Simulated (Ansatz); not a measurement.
## TaCrO$_{3}$ single point

input.yaml (Ansatz 0.2.0)

```yaml
crystal:
  lattice:
    - [2.526654, 1.458762, 4.067395]
    - [-2.526654, 1.458762, 4.067395]
    - [0.0, -2.917534, 4.067395]
  atoms:
    - { symbol: Cr, position: [0.0, 0.0, 0.0] }
    - { symbol: Cr, position: [0.5, 0.5, 0.5] }
    - { symbol: O, position: [0.7435, 0.7565, 0.25] }
    - { symbol: O, position: [0.25, 0.7435, 0.7565] }
    - { symbol: O, position: [0.7565, 0.25, 0.7435] }
    - { symbol: O, position: [0.2565, 0.2435, 0.75] }
    - { symbol: O, position: [0.75, 0.2565, 0.2435] }
    - { symbol: O, position: [0.2435, 0.75, 0.2565] }
    - { symbol: Ta, position: [0.25, 0.25, 0.25] }
    - { symbol: Ta, position: [0.75, 0.75, 0.75] }
  symmetry: { tolerance: 0.0003 }
kpoints:
  mp_grid: { grid: [7, 7, 7], shift: [0, 0, 0] }
  band_path:
    path:
      - [0.0, 0.0, 0.0]
      - [0.5, 0.5, 0.5]
      - [0.74758087, 0.25241913, 0.5]
      - [0.5, -0.25241913, 0.25241913]
      - [0.5, 0.0, 0.0]
      - [0.0, 0.0, 0.0]
      - [0.37620957, -0.37620957, 0.0]
      - [0.62379043, 0.0, 0.37620957]
      - [0.5, 0.0, 0.5]
      - [0.0, 0.0, 0.0]
    npoints: 7
magnetization:
  spin_polarized: false
scf:
  occupations: { method: fermi_dirac, width: 0.1211 }
  lower_state_search: "off"
  max_iter: 200
hamiltonian:
  pseudopotentials: { kind: paw }
  xc: r2scan
basis:
  ecutwfc: 500
  fft_grid_basis: typed
output:
  forces: true
  stress: true
  eigenvalues: true
  bader: true
  populations: true
  elf: true
  write_potential: true
  volumetric_format: npy
  dos:
    e_range: [-12, 8]
    de: 0.05
    projected: { site_lists: { Cr: [Cr], O: [O], Ta: [Ta] } }
checkpoint:
  read: saved_state
```

Launched with:

```sh
ansatz run input.yaml --threads 1 --pin off --max-ram 2560MiB --backend cpu --events-out ev --progress --plain --runs-dir out
```

The run starts from an earlier solution of this cell. 

Parts of the output:

```
SCF iter   1: F=-30059.6648 eV  Δρ=3.98e-3  dr2=1.79e-2  dr2_τ=1.11e-2
SCF iter   2: F=-30059.5974 eV  Δρ=8.88e-3  dr2=9.35e-2  dr2_τ=5.65e-3  recentre
SCF iter   3: F=-30059.6795 eV  Δρ=1.88e-3  dr2=1.82e-3  dr2_τ=1.39e-3
SCF iter   4: F=-30059.6809 eV  Δρ=6.36e-4  dr2=9.66e-5  dr2_τ=1.32e-4
SCF iter   5: F=-30059.6808 eV  Δρ=2.94e-4  dr2=7.54e-5  dr2_τ=2.03e-5
SCF iter   6: F=-30059.6809 eV  Δρ=1.10e-4  dr2=1.07e-5  dr2_τ=1.67e-6
SCF iter   7: F=-30059.6809 eV  Δρ=4.23e-5  dr2=1.79e-6  dr2_τ=1.75e-7
SCF iter   8: F=-30059.6809 eV  Δρ=7.72e-6  dr2=5.30e-8  dr2_τ=6.29e-9
Free energy (F): -30059.6809 eV
Harris-Foulkes:  -30059.6809 eV  (|F-HF|=5.47e-9)
Internal energy: -30059.3234 eV  (E = F + TS)
E sigma→0 (E₀):  -30059.5021 eV
Entropy (-TS):   -0.3575 eV (-35.754 meV/atom)
Fermi energy:    19.0258 eV
--- Forces (eV/Å), atoms counted from 1 ---
  atom   1  Cr     0.0000     0.0000     0.0000
  atom   2  Cr     0.0000     0.0000     0.0000
  atom   3  O     -0.2839     0.0000     0.0000
  atom   4  O      0.1420    -0.2459     0.0000
  atom   5  O      0.1420     0.2459     0.0000
  atom   6  O      0.2839     0.0000     0.0000
  atom   7  O     -0.1420     0.2459     0.0000
  atom   8  O     -0.1420    -0.2459     0.0000
  atom   9  Ta     0.0000     0.0000     0.0000
  atom  10  Ta     0.0000     0.0000     0.0000
--- Stress (GPa, compression-positive) ---
       30.3148       0.0000       0.0000
        0.0000      30.3148       0.0000
        0.0000       0.0000      30.5194
  P = ⅓ Tr σ = 30.3830 GPa (303.830 kbar)
--- Bader charges: 10 sites ---
  site symbol  charge [e]  shift [e]
     0     Cr      1.7932     0.0098
     1     Cr      1.7932     0.0098
     2      O     -1.2710     0.0023
     3      O     -1.2710     0.0023
     4      O     -1.2710     0.0023
     5      O     -1.2710     0.0023
     6      O     -1.2710     0.0023
     7      O     -1.2710     0.0023
     8     Ta      2.0198     0.0030
     9     Ta      2.0198     0.0030
```

Origin: a known structure type with other elements, at an estimated volume, so it need not be a known compound. Caveats: no spin polarisation, so a magnetic state may lie lower; atoms or cell far from equilibrium.
